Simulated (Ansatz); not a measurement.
Rb (bcc, W type)

```xyz
1
Lattice="-2.7875 2.7875 2.7875 2.7875 -2.7875 2.7875 2.7875 2.7875 -2.7875" Properties=species:S:1:pos:R:3 pbc="T T T"
Rb     0.0000     0.0000     0.0000
```

The slice is a {211} plane (indices of the conventional cell) through the point (0.000, 0.000, 0.000) (fractional), spanned by u = [111] and v = [1 0 -1] in vectors of this cell: u (4.83 Å) and v (7.88 Å, at 90° to u). It covers one period; positions are fractions (u, v).

All values below come from PBEsol (plane waves to 420 eV, PAW, scalar-relativistic; Ansatz, a first-principles code). k mesh 12×12×12. Near the nuclei the fields are pseudised (PAW); where an atom keeps semicore shells as valence, they peak there. Rb was relaxed with its symmetry unable to fall.

Three fields on this plane, each scaled to ten steps between its own extremes (0 low, 9 high; the total valence density on a logarithmic scale, the potential cut 8 eV below its top; x marks points blanked near nuclei; v = 0 in the bottom row):

Map A
```
|xxx7001007xx|
|xx920020029x|
|973001410037|
|000014541000|
|000135653100|
|223455555432|
|554444444445|
|554322222345|
|543211111234|
|442111111124|
|543211111234|
|554322222345|
|554444444445|
|223455555432|
|000135653100|
|000014541000|
|973001410037|
|xx920020029x|
|xxx7001007xx|
|xxx8001008xx|
```

Map B
```
|xxx2789872xx|
|xx057898750x|
|025789998752|
|667899999876|
|888999999988|
|999999999999|
|999999999999|
|999999999999|
|999999999999|
|999999899999|
|999999999999|
|999999999999|
|999999999999|
|999999999999|
|888999999988|
|667899999876|
|025789998752|
|xx057898750x|
|xxx2789872xx|
|xxx1688861xx|
```

Map C
```
|xxx7300037xx|
|xx951000159x|
|985200000258|
|332000000023|
|000000000000|
|000000000000|
|000000000000|
|000000000000|
|000000000000|
|000000000000|
|000000000000|
|000000000000|
|000000000000|
|000000000000|
|000000000000|
|332000000023|
|985200000258|
|xx951000159x|
|xxx7300037xx|
|xxx8300038xx|
```

### Question
Assign the maps to these fields: electron localisation function (ELF); valence electron density; electrostatic potential energy of an electron, from the cell's mean.

### Answer
A is the electron localisation function (ELF); B is the electrostatic potential energy of an electron, from the cell's mean; C is the valence electron density.
